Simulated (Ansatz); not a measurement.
MnBr2 in space group R-3m (No. 166; Mn on 3a, Br on 6c), r²SCAN+D4 in the plane-wave PAW code Ansatz, all energies at zero smearing, with the estimated change up to a 700 eV cutoff added, with one set of potentials and settings (totals compare only within such a set). Cell of 3 atoms (1 Mn, 2 Br): -9493.740 eV.

```csv
element,reference phase,E (eV/atom)
Mn,"Cmcm, 4 atoms in the cell, spin-polarised",-3904.1041
Br,"Cmce, 4 atoms in the cell",-2792.9529
```

Formation energy per atom, worked out: (-9493.740 − 1×(-3904.1041) − 2×(-2792.9529))/3 = -1.243 eV/atom (-120 kJ per mol of atoms), at 0 K, without zero-point energy or fitted corrections.

The workflow started from a Materials Project entry (that database holds measured and hypothetical structures alike); the Crystallography Open Database copy checked does not list it. COD files the formula under space group No. 164. Whether it is the stable phase at ambient conditions was not checked. The cell was relaxed with r²SCAN+D4 under the symmetry of its start; whether a distortion lowers the energy is not shown. Magnetic state: ferromagnetic, chosen from 4 collinear starts compared on coarse meshes (ties went to the first, and starts can fall back to one state), not a proven ground state. Other orbital occupations within this spin state were not tried. No Hubbard U is applied. The references are the lowest solids computed at this level, not always the standard phases. The manganese reference at this level is a Cmcm phase, not α-Mn.

Potentials: the later of the program's two PAW sets.
